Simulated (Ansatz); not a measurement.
Name crystals whose computed values (plane-wave PAW r²SCAN (Ansatz code)) fall in these windows: gap (eV) 4.0 to 5.4; HSE06 gap (eV) 4.9 to 6.1.



| crystal | gap (eV) | HSE06 gap (eV) |
|---|---|---|
| Si3Bi4O12, I-43d (Si on 12a, Bi on 16c, O on 48e) | 4.57 | 5.33 |
| KI, rock salt | 4.58 | 4.94 |
| MgO, P3m1 (Pearson symbol hP12) | 4.28 | 5.22 |
| BN, zinc blende | 5.00 | 5.79 |
| AlN, wurtzite | 4.88 | 5.60 |
Others may fit too.

Not the usual ambient phase: MgO, P3m1 (Pearson symbol hP12). Standing as an ambient phase not checked: Si3Bi4O12, I-43d (Si on 12a, Bi on 16c, O on 48e). All cells were relaxed under the symmetry of their starts (and spin orders); stability against distortions was not tested throughout. Spin–orbit coupling is left out wherever it is not named.

Potentials: the later of the program's two PAW sets.
